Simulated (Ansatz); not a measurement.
This guess for CaTiC₆N₆ is about to be relaxed.

```
Ca Ti C N
1.0
     0.00000    5.31800    5.31800
     5.31800    0.00000    5.31800
     5.31800    5.31800    0.00000
Ca Ti C N
1 1 6 6
Direct
  0.50000 0.50000 0.50000
  0.00000 0.00000 0.00000
  0.81779 0.18221 0.18221
  0.18221 0.81779 0.18221
  0.18221 0.18221 0.81779
  0.18221 0.81779 0.81779
  0.81779 0.18221 0.81779
  0.81779 0.81779 0.18221
  0.70778 0.29222 0.29222
  0.29222 0.70778 0.29222
  0.29222 0.29222 0.70778
  0.29222 0.70778 0.70778
  0.70778 0.29222 0.70778
  0.70778 0.70778 0.29222
```

Computed with Ansatz, DFT PBE, scalar-relativistic, plane waves, PAW. Cutoff 420 eV, Gaussian smearing, Γ-centred meshes. Cell and atoms relax first on a coarse mesh and then on a converged one. In between, the cell is made exact in the group found at 0.06 Å. The steps can't lower the symmetry of their start. Collinear spin, starting moments Ti 1.0 μB; they died out on the coarse mesh, so the last step has no spin.

A guess keeps its type if space group and coordination stay and the shape of the cell changes little (axis ratios within about 15 %, angles within 6°); the volume may change.

**Question.** Does this structure survive the relaxation?

**Answer.** It keeps its type. The symmetry stays Fm-3m (No. 225). The volume per atom grows by 28.6 %, from 21.5 to 27.6 Å³. The shortest distance stays 1.17 Å (C–N). Counting neighbours within 15 % of an atom's shortest distance, the start has C 1, Ca 6, N 1, Ti 6 and the end C 1, Ca 6, N 1, Ti 6.

The last run used a 4×4×4 mesh for its 14-atom cell and Gaussian smearing of 0.02 eV. Symmetry constrained the relaxation, so the result can be a saddle point.
